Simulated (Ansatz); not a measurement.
Consider the following.

AlRu$_{2}$C:
```xyz
8
Lattice="2.9045 0.0000 0.0000 -1.4523 2.5154 0.0000 0.0000 0.0000 13.3581" Properties=species:S:1:pos:R:3 pbc="T T T"
Al     1.4523     0.8385     3.3395
Al     0.0000     1.6769    10.0186
Ru     0.0000     1.6769     5.4099
Ru     1.4523     0.8385     7.9481
Ru     1.4523     0.8385    12.0890
Ru     0.0000     1.6769     1.2691
C      0.0000     0.0000     6.6790
C      0.0000     0.0000     0.0000
```

This is the PBE-relaxed structure.

Problem. All from DFT-PBE in the program Ansatz with PAW potentials, unless another level is named. Predict the electronic character.

Solution. metallic (no gap).

Problem. And the density of states at the Fermi level?

Solution. 0.74 states/eV per atom (mean over ±0.08 eV).

Problem. Next, the gap with spin–orbit coupling?

Solution. none (metallic).

Space group P6_3/mmc. The start of the workflow was typed in or built on a structure type; neither database checked (COD, Materials Project) lists it. Its standing as an ambient phase is unchecked. The PBE relaxation kept the symmetry of its start; whether a distortion lowers the energy is not shown. No spin polarisation was allowed. Scalar-relativistic: spin–orbit coupling is off unless named, which matters more the heavier the elements.

Potentials: the later of the program's two PAW sets.
